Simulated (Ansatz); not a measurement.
Data:

TaSe2:
```cif
data_Se4Ta2
_chemical_formula_sum 'Ta2 Se4'
_space_group_name_H-M_alt 'P63/mmc'
_space_group_IT_number 194
_space_group_name_Hall '-P 6c 2c'
_cell_length_a 3.41669
_cell_length_b 3.41669
_cell_length_c 13.01773
_cell_angle_alpha 90.000
_cell_angle_beta 90.000
_cell_angle_gamma 120.000
loop_
_atom_site_label
_atom_site_type_symbol
_atom_site_symmetry_multiplicity
_atom_site_Wyckoff_symbol
_atom_site_fract_x
_atom_site_fract_y
_atom_site_fract_z
_atom_site_occupancy
Ta1 Ta 2 c 0.33333 0.66667 0.25000 1
Se1 Se 4 f 0.66667 0.33333 0.12171 1
```

This is the PBEsol-relaxed structure.

Task: All from DFT-PBEsol in the program Ansatz with PAW potentials, unless another level is named. Give the electronic character.

Result: metallic (no gap).

Task: What about the density of states at the Fermi level?

Result: 0.96 states/eV per atom (mean over ±0.08 eV).

Task: Give the formation energy from the elements (no fitted shifts).

Result: -80 kJ/mol of atoms.

Space group P6_3/mmc. The workflow started from a Materials Project entry (that database holds measured and hypothetical structures alike); the Crystallography Open Database files this formula in space group No. 194, but the cells were not matched. Its standing as an ambient phase is unchecked. The cell was relaxed with PBEsol under the symmetry of its start; its stability against distortions is not shown here. The workflow began spin-polarised and lost its moments. A crystal of weakly bound layers computed without a dispersion correction: the cell and the soft elastic constants depend strongly on that. The references are the lowest solids computed at this level, not always the standard phases. Spin–orbit coupling is left out wherever it is not named.

Potentials: the later of the program's two PAW sets.
